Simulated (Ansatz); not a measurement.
BaSrTi2O6 in space group P4mm (No. 99; Pearson symbol tP10), the program Ansatz at the PBE level (PAW). The conduction-band minimum lies at Γ, with 1 equivalent valley. Second derivatives d²E/dk² of the lowest band at one valley (eV·Å²), along Cartesian directions:

```tsv
direction	d²E/dk²
[100]	17.60
[010]	17.60
[001]	0.9058
[110]	17.59
[101]	9.258
[011]	9.258
```

Find the principal effective masses, the density-of-states mass and the conductivity mass.

Off-diagonal terms follow from H_xy = H[110] − (H_xx + H_yy)/2, and m*/mₑ = 7.620 eV·Å² over each eigenvalue: 0.43, 0.43, 8.4. One valley's DOS mass (m₁m₂m₃)^(1/3) = 1.2, conductivity mass 3/(Σ 1/mᵢ) = 0.63 mₑ.

What effective density of states Nc follows at 300 K for parabolic valleys?

Nc = 2.509e19 × 1 × (1.2)^(3/2) ≈ 3.3e19 cm⁻³.

The start of the workflow was typed in or built on a structure type; neither database checked (COD, Materials Project) lists it. Its standing as an ambient phase is unchecked. Symmetry was held in the PBE relaxation; whether a distortion lowers the energy is not shown. The workflow began spin-polarised and lost its moments. Scalar-relativistic: spin–orbit coupling is off unless named, which matters more the heavier the elements.

Potentials: the earlier of the program's two PAW sets.

Edges and masses are those of Kohn–Sham bands, whose gap is no quasiparticle gap.
